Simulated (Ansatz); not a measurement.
K3SbS4 in space group Cmc2_1 (No. 36; Pearson symbol oS32), the program Ansatz at the LDA level (PAW). The conduction-band minimum lies at Γ, with 1 equivalent valley. Second derivatives d²E/dk² of the lowest band at one valley (eV·Å²), along Cartesian directions:

| direction | d²E/dk² |
|---|---|
| [100] | 9.555 |
| [010] | 9.501 |
| [001] | 9.445 |
| [110] | 9.532 |
| [101] | 9.498 |
| [011] | 9.470 |

**Question.** Find the principal effective masses, the density-of-states mass and the conductivity mass.

**Answer.** Off-diagonal terms follow from H_xy = H[110] − (H_xx + H_yy)/2, and m*/mₑ = 7.620 eV·Å² over each eigenvalue: 0.80, 0.80, 0.81. One valley's DOS mass (m₁m₂m₃)^(1/3) = 0.80, conductivity mass 3/(Σ 1/mᵢ) = 0.80 mₑ.

**Question.** What effective density of states Nc follows at 300 K for parabolic valleys?

**Answer.** Nc = 2.509e19 × 1 × (0.80)^(3/2) ≈ 1.8e19 cm⁻³.

The workflow started from a Materials Project entry (that database holds measured and hypothetical structures alike); the Crystallography Open Database files this formula in space group No. 36, but the cells were not matched. Whether it is the stable phase at ambient conditions was not checked. Symmetry was held in the LDA relaxation; its stability against distortions is not shown here. Scalar-relativistic: spin–orbit coupling is off unless named, which matters more the heavier the elements.

Potentials: the later of the program's two PAW sets.

Edges and masses are those of Kohn–Sham bands, whose gap is no quasiparticle gap.
